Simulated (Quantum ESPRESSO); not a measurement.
# Quadrupole interaction in KSrYWO6

```
CELL_PARAMETERS angstrom
      0.00000     4.19349     4.19349
      4.19349     0.00000     4.19349
      4.19349     4.19349     0.00000
ATOMIC_POSITIONS crystal
  K  0.25000 0.25000 0.25000
  Sr 0.75000 0.75000 0.75000
  Y  0.50000 0.50000 0.50000
  W  0.00000 0.00000 0.00000
  O  0.76724 0.23276 0.23276
  O  0.76724 0.23276 0.76724
  O  0.23276 0.76724 0.76724
  O  0.23276 0.76724 0.23276
  O  0.76724 0.76724 0.23276
  O  0.23276 0.23276 0.76724
```
The geometry is a computed Materials Project entry, not a measured one. It is KSrYWO6 in F-43m; whether this form has been observed was not checked. Stability against distortions was not tested. Forces on the atoms reach 0.37 eV/Å at this level. The run has no spin polarisation.

Convention: |Vzz| is the largest principal value, η_Q = (Vxx − Vyy)/Vzz, |C_Q| = |eQVzz/h|. Cores are frozen. Against all-electron runs on small test molecules, this scheme's |Vzz| missed by −2 to +6 % on O.

Quadrupole moments taken as inputs (sizes, barn, from the tables of PySCF and pymatgen): ³⁹K 0.0585, ⁸⁷Sr 0.305, ¹⁷O 0.0256.

Task: What do the calculations give at each independent site (field gradients by a PBE PAW density (pw.x of a modified build of Quantum ESPRESSO, JTH datasets) with the all-electron reconstruction of Petrilli and co-workers, 22.5 Ha, k-mesh 5×5×5 through Γ)?

Result: 
```csv
site,site symmetry,Vzz (a.u.),η_Q,∣C_Q∣ (MHz)
K (atom 1),-43m,0,–,0 (³⁹K)
Sr (atom 2),-43m,0,–,0 (⁸⁷Sr)
Y (atom 3),-43m,0,–,–
W (atom 4),-43m,0,–,–
"O (atoms 5, 6, 7, 8, 9, 10)",2mm,-0.180,0.43,1.08 (¹⁷O)
```
